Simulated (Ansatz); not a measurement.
Ansatz (a first-principles code) input:

Ansatz 0.2 input:
```yaml
crystal:
  lattice:
    - [2.9028465198, 1.6759592196, 4.7083219341]
    - [-2.9028465198, 1.6759592196, 4.7083219341]
    - [0.0, -3.3519184392, 4.7083219341]
  atoms:
    - { symbol: Sr, position: [0.2668564608, 0.2668564608, 0.2668564608] }
    - { symbol: Sr, position: [0.7668564608, 0.7668564608, 0.7668564608] }
    - { symbol: Zr, position: [0.0115824287, 0.0115824287, 0.0115824287] }
    - { symbol: Zr, position: [0.5115824287, 0.5115824287, 0.5115824287] }
    - { symbol: O, position: [0.7531307619, 0.1892589765, 0.3294613721] }
    - { symbol: O, position: [0.3294613721, 0.7531307619, 0.1892589765] }
    - { symbol: O, position: [0.1892589765, 0.3294613721, 0.7531307619] }
    - { symbol: O, position: [0.8294613721, 0.6892589765, 0.2531307619] }
    - { symbol: O, position: [0.2531307619, 0.8294613721, 0.6892589765] }
    - { symbol: O, position: [0.6892589765, 0.2531307619, 0.8294613721] }
kpoints:
  mp_grid: { grid: [5, 5, 5] }
  band_path:
    path:
      - [[0.0, 0.0, 0.0], [0.5, 0.5, 0.5], [0.74886317, 0.25113683, 0.5]]  # Γ-T-H_2
      - [[0.5, -0.25113683, 0.25113683], [0.5, 0.0, 0.0], [0.0, 0.0, 0.0], [0.375568415, -0.375568415, 0.0]]  # H_0-L-Γ-S_0
      - [[0.624431585, 0.0, 0.375568415], [0.5, 0.0, 0.5], [0.0, 0.0, 0.0]]  # S_2-F-Γ
      - [VBM, CBM]
    npoints: 10
basis: { xc_grid: 2 }
hamiltonian:
  xc: pbesol
  pseudopotentials: { kind: paw }
magnetization: { noncollinear: true, spin_orbit: true }
scf:
  n_extra_bands: 20
  convergence: { dr2_threshold: 0.0000000001 }
  occupations: { method: gaussian, width: 0.01 }
checkpoint: { write: soc.run }
output: { eigenvalues: true }
```

Output (shortened):

```
Pseudopotentials: kind: paw_fr
Pseudopotential: Sr, paw_fr, valence charge 10
Pseudopotential: Zr, paw_fr, valence charge 12
Pseudopotential: O, paw_fr, valence charge 6
Functional definition: PBEsol
non-collinear run that drives no moment, with spin-orbit …
Crystal: 10 atoms, lattice volume = 137.437 Å³
Basis set: ecut = 420 eV, 2721 PW (Γ), exchange–correlation on 80×80×80 points (8 copies of the dense FFT grid, shifted against one another)
Bands: 100, of which v1, the nominal top of the filled ones, is band 80 counted from 1 (79 counted from 0)
Symmetry: 6 space group operations + 6 with time reversal
k-points: 19 of 125 (time reversal used)
Projection manifold: j_resolved (fully-relativistic pseudo-atomic orbitals)
PAW frozen core: Sr, regenerated for the run's functional, and the local potential with it
PAW frozen core: Zr, regenerated for the run's functional, and the local potential with it
PAW frozen core: O, regenerated for the run's functional, and the local potential with it
Initial density: superposition of atomic densities (chi_scale 0.1, normalization cell, long waves kept (reshape's long-wave potential 0.00 eV rms))
Initial wavefunctions: pseudopotential atomic-orbital guess
Eigensolver: davidson
Functional: x = pbesol(κ = 0.804, μ = 0.12345679012345678), c = pbesol(β = 0.046)
SCF iter   1: F=—  HF=-18628.652404 eV  |F-HF|=—  |Δ(HF+E_count)|=         —  Δρ=5.67e-2  dr2=3.25e0  dr2_m=0.00e0 (ungated)  ethr=3.10e-3  |M|=0.00e0 ∫|m|=0.00e0 μB  |m|>n=0.0e0 m-floor=0.0e0 τ_xc=0.0e0  β_m=0.30  ⟨swp⟩=9.1  Hψ=10579  notcnv=0  defer=87
all-band conjugate gradients solve this SCF's bands
preconditioner: auto → Resta (q_TF=auto, 2.493 Å⁻¹)
spin=Noncollinear: Resta preconditioning applied to the charge; magnetization (m_x, m_y, m_z) channels mix plain (no charge-response kernel on spin).
SCF iter   2: F=—  HF=-18628.220466 eV  |F-HF|=—  |Δ(HF+E_count)|=   4.32e-1  Δρ=3.53e-2  dr2=1.47e0  dr2_m=0.00e0 (ungated)  ethr=3.10e-3  |M|=0.00e0 ∫|m|=0.00e0 μB  |m|>n=0.0e0 m-floor=0.0e0 τ_xc=0.0e0  β_m=0.55  ⟨swp⟩=2.0  Hψ=2305  notcnv=0  defer=258
SCF iter   3: F=—  HF=-18628.001894 eV  |F-HF|=—  |Δ(HF+E_count)|=   2.19e-1  Δρ=1.60e-2  dr2=2.42e-1  dr2_m=0.00e0 (ungated)  ethr=1.83e-3  |M|=0.00e0 ∫|m|=0.00e0 μB  |m|>n=0.0e0 m-floor=0.0e0 τ_xc=0.0e0  β_m=0.55  ⟨swp⟩=2.9  Hψ=3262  notcnv=0  defer=258
SCF iter   4: F=—  HF=-18627.979822 eV  |F-HF|=—  |Δ(HF+E_count)|=   2.21e-2  Δρ=4.27e-3  dr2=1.46e-2  dr2_m=0.00e0 (ungated)  ethr=3.03e-4  |M|=0.00e0 ∫|m|=0.00e0 μB  |m|>n=0.0e0 m-floor=0.0e0 τ_xc=0.0e0  β_m=0.77  ⟨swp⟩=2.8  Hψ=2986  notcnv=0  defer=258
SCF iter   5: F=—  HF=-18627.986392 eV  |F-HF|=—  |Δ(HF+E_count)|=   6.57e-3  Δρ=4.76e-4  dr2=2.44e-4  dr2_m=0.00e0 (ungated)  ethr=1.82e-5  |M|=0.00e0 ∫|m|=0.00e0 μB  |m|>n=0.0e0 m-floor=0.0e0 τ_xc=0.0e0  β_m=0.89  ⟨swp⟩=2.0  Hψ=3208  notcnv=0  defer=258
SCF iter   6: F=—  HF=-18627.986526 eV  |F-HF|=—  |Δ(HF+E_count)|=   1.35e-4  Δρ=1.10e-4  dr2=1.81e-5  dr2_m=0.00e0 (ungated)  ethr=3.05e-7  |M|=0.00e0 ∫|m|=0.00e0 μB  |m|>n=0.0e0 m-floor=0.0e0 τ_xc=0.0e0  β_m=0.94  ⟨swp⟩=2.1  Hψ=2398  notcnv=0  defer=258
SCF iter   7: F=—  HF=-18627.986537 eV  |F-HF|=—  |Δ(HF+E_count)|=   1.02e-5  Δρ=2.32e-5  dr2=6.41e-7  dr2_m=0.00e0 (ungated)  ethr=2.26e-8  |M|=0.00e0 ∫|m|=0.00e0 μB  |m|>n=0.0e0 m-floor=0.0e0 τ_xc=0.0e0  β_m=0.97  ⟨swp⟩=2.2  Hψ=2619  notcnv=0  defer=258
SCF iter   8: F=—  HF=-18627.986808 eV  |F-HF|=—  |Δ(HF+E_count)|=   2.71e-4  Δρ=3.79e-6  dr2=1.39e-8  dr2_m=0.00e0 (ungated)  ethr=8.02e-10  |M|=0.00e0 ∫|m|=0.00e0 μB  |m|>n=0.0e0 m-floor=0.0e0 τ_xc=0.0e0  β_m=0.99  ⟨swp⟩=2.1  Hψ=3183  notcnv=0  defer=258
SCF iter  10: F=-18627.986808 eV  HF=-18627.986808 eV  |F-HF|=3.64e-12  |Δ(HF+E_count)|=  2.07e-10  Δρ=9.82e-8  dr2=9.35e-12  dr2_m=0.00e0 (ungated)  ethr=1.00e-12  |M|=0.00e0 ∫|m|=0.00e0 μB  |m|>n=0.0e0 m-floor=0.0e0 τ_xc=0.0e0  ⟨swp⟩=14.2  Hψ=9130  notcnv=0
SCF 1 converged in 10 iterations: F = -18627.986808 eV  dr2 = 9.35e-12
NSCF: frozen V_eff on 32 k-points
NSCF: frozen V_eff on 32 k-points
NSCF: frozen V_eff on 32 k-points
NSCF: frozen V_eff on 32 k-points
NSCF: frozen V_eff on 27 k-points
NSCF: frozen V_eff on 3 k-points
NSCF: frozen V_eff on 13 k-points
NSCF: frozen V_eff on 13 k-points
NSCF: frozen V_eff on 8 k-points
NSCF: frozen V_eff on 20 k-points
NSCF: frozen V_eff on 7 k-points
NSCF: frozen V_eff on 84 k-points
SCF converged after 10 iterations
Magnetization: |M| = 0.0000 μB,  M = (+0.0000, +0.0000, +0.0000) μB
Absolute magnetization: 0.0000 μB (∫|m|)
  site 0: m = (+0.0000, +0.0000, +0.0000) μB, |m| = 0.0000 μB  (R = 1.03 Å)
  site 1: m = (+0.0000, +0.0000, +0.0000) μB, |m| = 0.0000 μB  (R = 1.03 Å)
  site 2: m = (+0.0000, +0.0000, +0.0000) μB, |m| = 0.0000 μB  (R = 0.85 Å)
  site 3: m = (+0.0000, +0.0000, +0.0000) μB, |m| = 0.0000 μB  (R = 0.85 Å)
  site 4: m = (+0.0000, +0.0000, +0.0000) μB, |m| = 0.0000 μB  (R = 0.85 Å)
  site 5: m = (+0.0000, +0.0000, +0.0000) μB, |m| = 0.0000 μB  (R = 0.85 Å)
  site 6: m = (+0.0000, +0.0000, +0.0000) μB, |m| = 0.0000 μB  (R = 0.85 Å)
  site 7: m = (+0.0000, +0.0000, +0.0000) μB, |m| = 0.0000 μB  (R = 0.85 Å)
  site 8: m = (+0.0000, +0.0000, +0.0000) μB, |m| = 0.0000 μB  (R = 0.85 Å)
  site 9: m = (+0.0000, +0.0000, +0.0000) μB, |m| = 0.0000 μB  (R = 0.85 Å)
Free energy (F): -18627.986808 eV
Harris-Foulkes:  -18627.986808 eV  (|F-HF|=3.64e-12)
Internal energy: -18627.986808 eV  (E = F + TS)
E sigma→0 (E₀):  -18627.986808 eV
Fermi energy:    10.823236 eV
--- Per-component energies (eV) ---
  E_band       = -317.498027
  E_kinetic    = 2216.461529
  E_local      = -4406.054678  (includes V_loc(G=0)·N_el)
  E_nonlocal   = 850.134389
  E_hartree    = 1376.976776
  E_xc         = -1109.322217
  E_vxc        = -1275.175385  (∫ρ·V_xc dr)
  E_paw        = -12002.995315  (= ΣΔE_a)
  E_vpaw       = -456.832316  (= ΣTr[D̂ρ^β])
  E_aug_tail   = 0.014821  (compensation charges beyond the density's cutoff)
  E_ewald      = -5554.016575
  E_core_change = 0.814463  (= ΣΔE_core)
  E_smearing   =  0.000000  (= −TS)
  E_closure    = 0.000000  (closes the sum)
  Σ components = -18627.986808   (vs F -18627.986808, Δ=0.00e0)
  [band-id]    e_kinetic+e_local+e_nonlocal+2·e_hartree+e_vxc+e_vpaw+e_augmentation_tail = -317.498089   (vs E_band -317.498027, Δ=-6.22e-5)
--- Band table (eV; the first three rows and the last of 19) ---
  k-point 0: bands = ["-37.6634", "-37.6634", "-37.6506", "-37.6506", "-23.2060", "-23.2060", "-23.1700", "-23.1700", "-17.2636", "-17.2636", "-17.0654", "-17.0654", "-15.6414", "-15.6414", "-15.6360", "-15.6360", "-15.3471", "-15.3471", "-15.3387", "-15.3387", "-7.3256", "-7.3256", "-7.2983", "-7.2983", "-7.1754", "-7.1754", "-6.4856", "-6.4856", "-6.1022", "-6.1022", "-6.0861", "-6.0861", "-5.8079", "-5.8079", "-5.5800", "-5.5800", "-4.9552", "-4.9552", "-4.8372", "-4.8372", "-4.7708", "-4.7708", "-4.5654", "-4.5654", "5.3769", "5.3769", "5.3776", "5.3776", "5.6974", "5.6974", "5.8694", "5.8694", "5.9371", "5.9371", "5.9861", "5.9861", "7.3504", "7.3504", "7.5365", "7.5365", "7.5692", "7.5692", "7.9656", "7.9656", "8.2515", "8.2515", "8.2590", "8.2590", "8.6491", "8.6491", "8.6917", "8.6917", "8.6957", "8.6957", "8.6996", "8.6996", "8.7711", "8.7711", "8.9033", "8.9033", "12.7048", "12.7048", "12.7692", "12.7692", "12.8226", "12.8226", "14.3297", "14.3297", "15.2591", "15.2591", "15.2645", "15.2645", "15.5017", "15.5017", "15.5297", "15.5297", "15.5560", "15.5560", "15.9949", "15.9949"]
  k-point 1: bands = ["-37.6621", "-37.6621", "-37.6518", "-37.6518", "-23.2029", "-23.2029", "-23.1734", "-23.1734", "-17.2477", "-17.2440", "-17.0864", "-17.0830", "-15.6181", "-15.6160", "-15.6115", "-15.6076", "-15.3797", "-15.3752", "-15.3689", "-15.3678", "-7.3622", "-7.3403", "-7.1999", "-7.1917", "-7.0861", "-7.0811", "-6.5507", "-6.5440", "-6.3312", "-6.2697", "-6.1314", "-6.1234", "-5.7784", "-5.7187", "-5.7079", "-5.5598", "-4.9364", "-4.8510", "-4.8141", "-4.7981", "-4.6898", "-4.6622", "-4.5512", "-4.5421", "5.5812", "5.5816", "5.5987", "5.5992", "5.7358", "5.7536", "5.9316", "5.9550", "6.0174", "6.0218", "6.1149", "6.1166", "7.0275", "7.0375", "7.3066", "7.3222", "7.4010", "7.4043", "7.6895", "7.6910", "7.8074", "7.8083", "8.2556", "8.2577", "8.2821", "8.2846", "8.4686", "8.4691", "8.5511", "8.5539", "8.7289", "8.7400", "8.7837", "8.7855", "8.8345", "8.8419", "13.0017", "13.0410", "13.1395", "13.1444", "13.1734", "13.2147", "14.8630", "14.8677", "15.2085", "15.2098", "15.3177", "15.3183", "15.3611", "15.3865", "15.6267", "15.6516", "15.7395", "15.7397", "16.0737", "16.0829"]
  k-point 2: bands = ["-37.6589", "-37.6589", "-37.6550", "-37.6550", "-23.1940", "-23.1940", "-23.1826", "-23.1825", "-17.2005", "-17.1948", "-17.1383", "-17.1328", "-15.5506", "-15.5451", "-15.5402", "-15.5365", "-15.4584", "-15.4526", "-15.4473", "-15.4442", "-7.2759", "-7.2413", "-7.0427", "-7.0119", "-6.8985", "-6.8859", "-6.8398", "-6.8121", "-6.4690", "-6.4662", "-6.3489", "-6.3471", "-5.7541", "-5.7041", "-5.6590", "-5.5718", "-4.8346", "-4.7899", "-4.7639", "-4.7561", "-4.5601", "-4.5296", "-4.5149", "-4.4786", "5.7538", "5.7601", "6.1211", "6.1351", "6.1527", "6.1586", "6.2281", "6.2450", "6.3623", "6.3658", "6.4097", "6.4097", "6.5720", "6.5791", "6.7881", "6.8075", "6.8424", "6.8429", "7.1040", "7.1170", "7.1626", "7.1708", "7.4334", "7.4494", "8.2615", "8.2622", "8.3443", "8.3472", "8.4604", "8.4623", "8.6154", "8.6182", "8.6925", "8.6960", "8.7181", "8.7241", "13.7479", "13.7772", "13.9212", "13.9214", "14.0200", "14.0471", "14.6022", "14.6283", "14.7900", "14.7938", "14.9332", "14.9549", "15.7415", "15.7476", "15.9028", "15.9047", "16.5015", "16.5066", "16.5204", "16.5231"]
  k-point 18: bands = ["-37.6574", "-37.6574", "-37.6565", "-37.6565", "-23.1895", "-23.1895", "-23.1872", "-23.1872", "-17.1781", "-17.1771", "-17.1607", "-17.1597", "-15.5652", "-15.5636", "-15.5470", "-15.5469", "-15.4470", "-15.4470", "-15.4212", "-15.4197", "-7.2806", "-7.2721", "-7.1996", "-7.1946", "-6.8587", "-6.8317", "-6.7550", "-6.7363", "-6.6103", "-6.5943", "-6.4071", "-6.3939", "-5.6295", "-5.6219", "-5.5129", "-5.4835", "-4.7476", "-4.7420", "-4.6937", "-4.6825", "-4.5529", "-4.5479", "-4.5086", "-4.5027", "5.6057", "5.6081", "5.8983", "5.8992", "6.0297", "6.0318", "6.1716", "6.1720", "6.3499", "6.3532", "6.5175", "6.5179", "6.7672", "6.7710", "6.8655", "6.8665", "6.9798", "6.9867", "7.0977", "7.0987", "7.4540", "7.4552", "7.7432", "7.7434", "8.0529", "8.0557", "8.0684", "8.0694", "8.2972", "8.2980", "8.3391", "8.3394", "8.3748", "8.3799", "8.6212", "8.6218", "14.0233", "14.0241", "14.0800", "14.0813", "14.3789", "14.3834", "14.4849", "14.4866", "14.8638", "14.8641", "14.9171", "14.9197", "16.5229", "16.5233", "16.5893", "16.5907", "16.7474", "16.7516", "16.7934", "16.8007"]
  band table: 100 of 100 bands, residual norms ≤ 1.0e-3 eV
```

Cost: very roughly 9 core-minutes on shared cores.

Space group R3c. The start of the workflow was typed in or built on a structure type; neither database checked (COD, Materials Project) lists it. COD files the formula under space group No. 62, 63, 221, so this cell is another polymorph or a model. Its standing as an ambient phase is unchecked. Symmetry was held in the PBEsol relaxation; of distortions, only those at the zone centre were tested. No spin polarisation was allowed.

Potentials: the later of the program's two PAW sets.

Ansatz is a plane-wave DFT program.
